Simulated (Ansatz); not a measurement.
Ru (hcp, Mg type)

```xyz
2
Lattice="2.7222 0.0000 0.0000 -1.3611 2.3575 0.0000 0.0000 0.0000 4.2908" Properties=species:S:1:pos:R:3 pbc="T T T"
Ru     0.0000     1.5716     3.2181
Ru     1.3611     0.7858     1.0727
```

The slice is a (0001) plane (indices of the conventional cell) through the point (0.667, 0.333, 0.250) (fractional), spanned by u = [110] and v = [1 -1 0] in vectors of this cell: u (2.72 Å) and v (4.71 Å, at 90° to u). It covers one period; positions are fractions (u, v).

Method: PBE (plane waves to 420 eV, PAW, scalar-relativistic; Ansatz, a quantum-chemistry and plane-wave program). k mesh 20×20×11. Near the nuclei the fields are pseudised (PAW); where an atom keeps semicore shells as valence, they peak there. Ru is run without spin polarisation. Ru was relaxed with its symmetry unable to fall.

Q: What is the ELF at the midpoint of the shortest Ru–Ru line in this plane (2.72 Å)?

A: 0.31.

Q: Predict the map of the electron localisation function (ELF) on the slice.

A: 
| v \ u | 0.00 | 0.14 | 0.29 | 0.43 | 0.57 | 0.71 | 0.86 |
|---|---|---|---|---|---|---|---|
| 0.88 | 0.66 | 0.59 | 0.29 | 0.29 | 0.29 | 0.29 | 0.59 |
| 0.75 | 0.21 | 0.26 | 0.31 | 0.25 | 0.25 | 0.31 | 0.26 |
| 0.62 | 0.29 | 0.21 | 0.43 | 0.65 | 0.65 | 0.43 | 0.21 |
| 0.50 | 0.31 | 0.29 | 0.67 | x | x | 0.67 | 0.29 |
| 0.38 | 0.33 | 0.24 | 0.45 | 0.64 | 0.64 | 0.45 | 0.24 |
| 0.25 | 0.24 | 0.28 | 0.30 | 0.23 | 0.23 | 0.30 | 0.28 |
| 0.12 | 0.67 | 0.58 | 0.26 | 0.25 | 0.25 | 0.26 | 0.58 |
| 0.00 | x | x | 0.51 | 0.26 | 0.26 | 0.51 | x |

Values: electron localisation function (ELF). Points within 0.5 Å of a nucleus are blanked (x), as the pseudised field means little there.
